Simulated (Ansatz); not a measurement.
MgS:
```xyz
2
Lattice="0.0000 2.8259 2.8259 2.8259 0.0000 2.8259 2.8259 2.8259 0.0000" Properties=species:S:1:pos:R:3 pbc="T T T"
S      4.2388     4.2388     4.2388
Mg     0.0000     0.0000     0.0000
```

Cartesian axes are those of the cell as given.

### Question
Give the proper piezoelectric stress tensor with relaxed ions from DFT-PBEsol in the program Ansatz with PAW potentials.

### Answer
In C/m², rows x, y, z, Voigt columns; mesh uncertainty up to 0.00.
```
 0.00   0.00   0.00  -0.32   0.00   0.00
 0.00   0.00   0.00   0.00  -0.32   0.00
 0.00   0.00   0.00   0.00   0.00  -0.32
```

The elastic tensor of the same run (GPa):

```
70.6  51.3  51.3   0.0   0.0   0.0
51.3  70.6  51.3   0.0   0.0   0.0
51.3  51.3  70.6   0.0   0.0   0.0
 0.0   0.0   0.0  27.9   0.0   0.0
 0.0   0.0   0.0   0.0  27.9   0.0
 0.0   0.0   0.0   0.0   0.0  27.9
```

### Question
Convert to strain constants d = e·S.

### Answer
In pC/N:
```
  0.0    0.0    0.0  -11.4    0.0    0.0
  0.0    0.0    0.0    0.0  -11.4    0.0
  0.0    0.0    0.0    0.0    0.0  -11.4
```

Space group F-43m (zinc blende). A made-up cell: these elements were put on the sites of a structure type; the Crystallography Open Database copy checked does not list it. COD files the formula under space group No. 225, so this cell is another polymorph or a model. Whether it is the stable phase at ambient conditions was not checked. The PBEsol relaxation kept the symmetry of its start; phonons on a q-mesh show no instability.

Potentials: the later of the program's two PAW sets.
